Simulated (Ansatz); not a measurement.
## Zone-centre phonons of ScGePd: input and output

All numbers below come from Ansatz, DFT LDA, scalar-relativistic, plane waves, PAW.

Launched with:
```bash
ansatz run input.yaml --threads 2 --pin off --max-ram 6144MiB --backend cpu --events-out ev --progress --plain --runs-dir out
```

Input (bare energies are in eV):
```yaml
crystal:
  lattice:
    - [6.6003519103, 0.0, 0.0]
    - [-3.3001759551, 5.7160724282, 0.0]
    - [0.0, 0.0, 3.8701389078]
  atoms:
    - { symbol: Sc, position: [0.0, 0.5778229197, 0.0] }
    - { symbol: Sc, position: [0.4221770803, 0.4221770803, 0.0] }
    - { symbol: Sc, position: [0.5778229197, 0.0, 0.0] }
    - { symbol: Ge, position: [0.3333333333, 0.6666666667, 0.5] }
    - { symbol: Ge, position: [0.6666666667, 0.3333333333, 0.5] }
    - { symbol: Ge, position: [0.0, 0.0, 0.0] }
    - { symbol: Pd, position: [0.0, 0.2487542831, 0.5] }
    - { symbol: Pd, position: [0.7512457169, 0.7512457169, 0.5] }
    - { symbol: Pd, position: [0.2487542831, 0.0, 0.5] }
basis:
  ecutwfc: 420
kpoints:
  mp_grid: { grid: [6, 6, 10] }
hamiltonian:
  xc: lda
scf:
  occupations: { method: fermi_dirac, width: 0.15 }
output:
  eigenvalues: true
phonons:
  method: dfpt
  eigenvectors: true
```

Results section of the output:
```
--- Phonons (Γ-DFPT): 8 representative perturbations + reference, on 120 of 360 k-points (Σ response iterations 30) ---
  k mesh reduced under 2 symmetry operations, with k and −k counted as one. Each operation leaves every solved displacement unchanged or reverses it
  ASR residual: 2.848e-3 → 0.000e0 eV/Å²; symmetrization residual: 1.051e-4 eV/Å²
  ASR residual per site (eV/Å²): 2.83e-3 2.83e-3 2.85e-3 1.11e-4 1.11e-4 4.03e-5 6.26e-4 6.26e-4 6.28e-4
  Γ frequencies (cm⁻¹): 0.00 0.00 0.00 88.60 91.18 91.18 112.07 112.07 126.80 134.21 134.21 167.46 176.62 176.62 180.61 201.03 201.32 201.32 225.92 226.93 226.93 234.06 234.06 246.78 247.89 272.54 272.54
  non-analytic LO–TO correction: not included (Born effective charges unavailable; polar crystals: no LO–TO splitting at Γ)
```

The run took 17 min on 2 threads of Arm Neoverse V1, on a shared host, peak memory 4 GiB.

In a metal, frequencies and elastic constants depend on the k mesh and the smearing, soft modes and shear constants most.